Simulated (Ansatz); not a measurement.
From the elastic tensor of YPd3 at 6 GPa (stress–strain coefficients) to moduli and sound speeds

Level of theory: DFT LDA, scalar-relativistic, plane waves, PAW (Ansatz 0.2.0). Cutoff 420 eV, 10×10×10 k-points (Γ-centred), Fermi-Dirac smearing of 0.15 eV. No spin polarisation.

Symmetry: Pm-3m, No. 221, cubic system. Conventional cell: a = 3.971 Å, b = 3.971 Å, c = 3.971 Å, α = 90.00°, β = 90.00°, γ = 90.00°. Y (site symmetry m-3m) is surrounded by 12 Pd at 2.81 Å. Pd (site symmetry 4/mmm) is surrounded by 4 Y at 2.81 Å and 8 Pd at 2.81 Å.

In a metal, frequencies and elastic constants depend on the k mesh and the smearing, soft modes and shear constants most. Other phases may be more stable at this pressure.

Relaxed-ion constants (GPa, on the Cartesian axes of the calculation):
```
258.3 156.9 156.9   0.0   0.0   0.0
156.9 258.3 156.9   0.0   0.0   0.0
156.9 156.9 258.3   0.0   0.0   0.0
  0.0   0.0   0.0  98.6   0.0   0.0
  0.0   0.0   0.0   0.0  98.6   0.0
  0.0   0.0   0.0   0.0   0.0  98.6
```

Density 10.823 g/cm³; 4 atoms in 62.62 Å³.

The values that follow are for a polycrystal of randomly turned grains, by Hill's mean where one number stands.

With S = C⁻¹: B_V = (C11+C22+C33+2(C12+C13+C23))/9, G_V = (C11+C22+C33−C12−C13−C23+3(C44+C55+C66))/15, 1/B_R = S11+S22+S33+2(S12+S13+S23), 15/G_R = 4(S11+S22+S33−S12−S13−S23)+3(S44+S55+S66); Hill is their mean. Then v_l = √((B+4G/3)/ρ), v_t = √(G/ρ), v_m = [(2/v_t³+1/v_l³)/3]^(−1/3) and Θ = (ħ/k_B)·v_m·(6π²n/V)^(1/3) for n atoms in the volume V; E = 9BG/(3B+G), ν = (3B−2G)/(2(3B+G)) and A^U = 5G_V/G_R + B_V/B_R − 6.

```json
{
  "Bulk modulus, Voigt / Reuss / Hill": "190.7 / 190.7 / 190.7 GPa",
  "Shear modulus, Voigt / Reuss / Hill": "79.4 / 71.5 / 75.5 GPa",
  "Young's modulus": "200 GPa",
  "Poisson ratio": "0.325",
  "Pugh ratio B/G": "2.53",
  "Universal anisotropy index": "0.55",
  "Longitudinal and transverse sound speeds": "5188 and 2641 m/s",
  "Debye temperature from the mean sound speed": "352 K"
}
```

Cost: 1 run of about 2 core-minutes, on Intel Xeon Platinum 8259CL (Skylake/Cascade Lake) (shared hosts).